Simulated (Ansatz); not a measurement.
Relaxed Cd (hcp, Mg type):

```xyz
4
Lattice="6.0321 0.0000 0.0000 -1.5080 2.6120 0.0000 0.0000 0.0000 5.8191" Properties=species:S:1:pos:R:3 pbc="T T T"
Cd     0.0000     1.7413     4.3643
Cd     3.0161     1.7413     4.3643
Cd     1.5080     0.8707     1.4548
Cd     4.5241     0.8707     1.4548
```

The atoms are displaced by Q × the pattern below (from a DFPT mode at M = (0.5, 0.0, 0.0), largest move 1; Q in Å), at fixed cell. (q is in reciprocal vectors of the primitive cell; the cell shown is doubled to hold the pattern.)

| atom | x | y | z |
|---|---|---|---|
| Cd1 | 0.866 | 0.500 | 0.000 |
| Cd2 | -0.866 | -0.500 | 0.000 |
| Cd3 | 0.866 | 0.500 | 0.000 |
| Cd4 | -0.866 | -0.500 | 0.000 |

Method: PBE (plane waves to 420 eV, PAW, scalar-relativistic; Ansatz, an electronic-structure program). k mesh 9×18×8 (Γ-centred), Fermi-Dirac smearing 0.05 eV. E stands for the smeared free energy. With partly filled bands, energies and forces of such displacements shift with the k mesh and the smearing. Cd was relaxed with its symmetry unable to fall. The relaxed volume of Cd is well above the measured one; the method has no dispersion term. ΔE is measured from the undisplaced structure. The last digit holds for this mesh only.

```
Q (Å)   ΔE (meV/cell)
------  -------------
-0.180          583.4
-0.150       withheld
-0.120          246.7
-0.090          136.2
-0.060           59.7
-0.030           14.7
0.000             0.0
0.030            14.7
0.060            59.7
0.090           136.2
0.120           246.7
0.150        withheld
0.180           583.4
```

Task: Fit an even polynomial form (powers 2, 4) to the given rows and predict ΔE at Q = 0.150.

Result: Least squares on the 11 given rows: ΔE = (16420)·Q² + (48840)·Q⁴, in meV/cell with Q in Å; root-mean-square residual 0.09 meV/cell. At 0.150 the fit gives 394.2 meV/cell; the calculation gives 394.3 meV/cell, so the interpolation is off by -0.1 (-0.0 %). The quadratic term alone would give 369.4 meV/cell.

(For displaced atoms, the force is minus the slope of the energy, and its curvature is a force constant, which sets phonon frequencies.)
